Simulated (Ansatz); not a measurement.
Here is the system:

GaSb:
```yaml
crystal:
  lattice:
    - [4.42057, 0.00000, 0.00000]
    - [-2.21029, 3.82833, 0.00000]
    - [0.00000, 0.00000, 9.59358]
  atoms:
    - { symbol: Ga, position: [0.50025, 0.00000, 0.66667] }
    - { symbol: Ga, position: [0.00000, 0.50025, 0.33333] }
    - { symbol: Ga, position: [0.49975, 0.49975, 0.00000] }
    - { symbol: Sb, position: [0.50016, 0.00000, 0.16667] }
    - { symbol: Sb, position: [0.00000, 0.50016, 0.83333] }
    - { symbol: Sb, position: [0.49984, 0.49984, 0.50000] }
```

This is the PBE-relaxed structure.

**Question.** All from PBE (plane waves, PAW; program Ansatz), unless another level is named. Estimate the electronic character.

**Answer.** metallic (no gap).

**Question.** Predict the density of states at the Fermi level.

**Answer.** 0.04 states/eV per atom (mean over ±0.08 eV).

**Question.** Next, the formation energy from the elements (no fitted shifts)?

**Answer.** -0.023 eV/atom.

Space group P6_222. The start of the workflow was typed in or built on a structure type; neither database checked (COD, Materials Project) lists it. It is not the phase usual at ambient conditions (space group No. 216). The PBE relaxation kept the symmetry of its start; whether a distortion lowers the energy is not shown. A small band overlap can be real or an error of a semilocal functional. The references are the lowest solids computed at this level, not always the standard phases. Spin–orbit coupling is left out wherever it is not named.

Potentials: the earlier of the program's two PAW sets.
